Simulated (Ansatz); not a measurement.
# Phonon spectrum of MoW$_{2}$

All numbers below come from DFT PBE, scalar-relativistic, plane waves, PAW (Ansatz). Plane waves to 420 eV; Γ-centred k mesh 12×12×16; Fermi-Dirac smearing of 0.15 eV. No spin polarisation. Phonons by linear response, acoustic sum rule imposed.

Equilibrium structure at this level:
```yaml
crystal:
  lattice:
    - [4.49139, 0.00000, 0.00000]
    - [-2.24569, 3.88965, 0.00000]
    - [0.00000, 0.00000, 2.75216]
  atoms:
    - { symbol: Mo, position: [0.00000, 0.00000, 0.00000] }
    - { symbol: W, position: [0.66667, 0.33333, 0.33160] }
    - { symbol: W, position: [0.33333, 0.66667, 0.66840] }
```

The structure comes from a generated guess, relaxed at this level; another structure or a mixture of phases may lie lower. In a metal, frequencies and elastic constants depend on the k mesh and the smearing, soft modes and shear constants most. Spin–orbit coupling is left out, which matters for heavy elements. The q mesh is coarse, so values between its points are rough.

Force constants from linear response on a 2×2×4 q mesh.

Path: Γ–M–K–Γ–A–L–H–A | L–M | H–K. Only the points of the 2×2×4 mesh were computed; the rest is interpolation, which is rough on so few points. On the mesh no mode is imaginary. Distance along the path (Å⁻¹), then the branches (cm⁻¹, negative for imaginary):
```
0.000  0 0 0 155 181 181 193 223 223
0.202  33 35 55 152 173 175 190 224 226
0.404  64 67 104 143 158 162 183 224 232
0.606  91 95 129 135 146 153 175 218 236
0.808  108 110 120 130 134 167 170 211 238
0.924  108 109 120 130 133 170 170 212 237
1.041  108 109 120 131 132 167 176 215 233
1.157  107 110 117 131 133 164 182 218 228
1.274  108 113 113 132 132 163 185 223 223
1.507  95 106 124 132 138 169 169 222 229
1.740  69 78 117 140 151 160 180 226 231
1.974  36 41 63 151 171 173 189 225 227
2.207  0 0 0 155 181 181 193 223 223
2.492  45 45 79 159 178 178 197 220 220
2.777  88 88 139 166 172 172 206 212 212
3.063  125 125 163 163 168 174 205 205 217
3.348  143 143 156 156 168 183 202 202 222
3.550  141 144 154 157 170 180 204 211 225
3.752  137 145 150 160 172 185 207 224 233
3.954  132 146 149 162 171 192 210 234 239
4.156  130 146 150 164 170 195 212 238 242
4.272  131 146 151 160 173 193 215 238 242
4.389  134 146 154 154 178 188 220 236 242
4.505  138 144 148 157 181 184 226 234 243
4.622  143 144 144 158 182 182 231 231 243
4.855  137 144 152 154 181 183 222 234 241
5.088  136 146 150 157 177 182 211 227 235
5.322  140 144 154 157 171 180 204 212 226
5.555  143 143 156 156 168 183 202 202 222
5.697  131 144 147 162 171 194 213 237 240
5.983  132 135 136 154 169 183 219 226 230
6.268  117 124 135 143 151 168 201 219 229
6.554  111 111 123 133 135 165 176 212 237
6.696  143 144 144 158 182 182 231 231 243
6.982  143 143 144 155 175 175 229 229 238
7.267  133 138 138 156 156 160 219 224 224
7.552  116 124 124 138 138 166 193 222 222
7.838  108 113 113 132 132 163 185 223 223
```
